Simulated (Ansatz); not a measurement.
## How MnHg answers to pressure

```
Mn Hg
1.0
     3.31500    0.00000    0.00000
     0.00000    3.31500    0.00000
     0.00000    0.00000    3.31500
Mn Hg
1 1
Direct
  0.50000 0.50000 0.50000
  0.00000 0.00000 0.00000
```

The cell is COD entry 1522376, as deposited and not checked against the literature; nothing was relaxed.

Other magnetic orders may lie lower; this is the state that the run reached.

No spin–orbit coupling, which matters for the heavy atoms here.

These are results of Ansatz 0.2.0, DFT, PBE, all-electron LAPW, scalar-relativistic, not measurements.

Sampling and basis: a Γ-centred 10×10×10 k mesh, Fermi–Dirac smearing of 0.08 eV, basis error target 0.25 meV/atom, spin-polarised from start moments Mn1 4 μB.

The cell is scaled evenly with fractional coordinates held.

```tsv
V/V(cell)	P (GPa)	cell moment (μB)
0.9700	2.79	3.828
1.0000	0.32	3.895
1.0300	-1.71	3.961
1.0600	-3.41	4.020
```

(1) From the rows at 0.9700 and 1.0300, what is the bulk modulus at the cell's volume?

(2) How does the moment scale with volume?

(3) Predict the row at V/V(cell) = 0.9405. How far is a linear estimate of P off?

## Answers

(1) B = −ΔP/Δln V = −[(-1.71) − (2.79)]/0.06002 = 75.0 GPa.

(2) dln M/dln V = ln(3.961/3.828)/0.06002 = 0.6: expansion raises it.

(3) P = 5.90 GPa, moment 3.770 μB. The linear estimate P(cell) − B ln(V/V(cell)) = 4.92 GPa misses by 0.98 GPa, since the modulus grows under compression.
